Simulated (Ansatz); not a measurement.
## Vibrational response of IrRu2

All numbers below come from DFT PBE, scalar-relativistic, plane waves, PAW in Ansatz. Cutoff 420 eV, 18×18×4 k-points (Γ-centred), Fermi-Dirac smearing of 0.15 eV. No spin polarisation. Phonons by linear response, acoustic sum rule imposed.

Equilibrium structure at this level:
```yaml
crystal:
  lattice:
    - [2.73289, 0.00000, 0.00000]
    - [-1.36645, 2.36675, 0.00000]
    - [0.00000, 0.00000, 13.02888]
  atoms:
    - { symbol: Ru, position: [0.33333, 0.66667, 0.91749] }
    - { symbol: Ru, position: [0.33333, 0.66667, 0.24570] }
    - { symbol: Ru, position: [0.66667, 0.33333, 0.08251] }
    - { symbol: Ru, position: [0.66667, 0.33333, 0.75430] }
    - { symbol: Ir, position: [0.33333, 0.66667, 0.58719] }
    - { symbol: Ir, position: [0.66667, 0.33333, 0.41281] }
```

The structure comes from a generated guess, relaxed at this level; another structure or a mixture of phases may lie lower. In a metal, frequencies depend on the k mesh and the smearing, soft modes most. Spin–orbit coupling is left out, which matters for heavy elements.

Optical modes at Γ:
| frequency (cm⁻¹) | degeneracy |
| --- | --- |
| 77 | 2 |
| 80 | 2 |
| 132 | 2 |
| 141 | 1 |
| 143 | 1 |
| 169 | 2 |
| 185 | 2 |
| 199 | 1 |
| 231 | 1 |
| 246 | 1 |

All 15 optical modes at Γ are real: no displacement of atoms at fixed cell lowers the energy to second order. Strains and modes at other wave vectors aren't tested by this run.
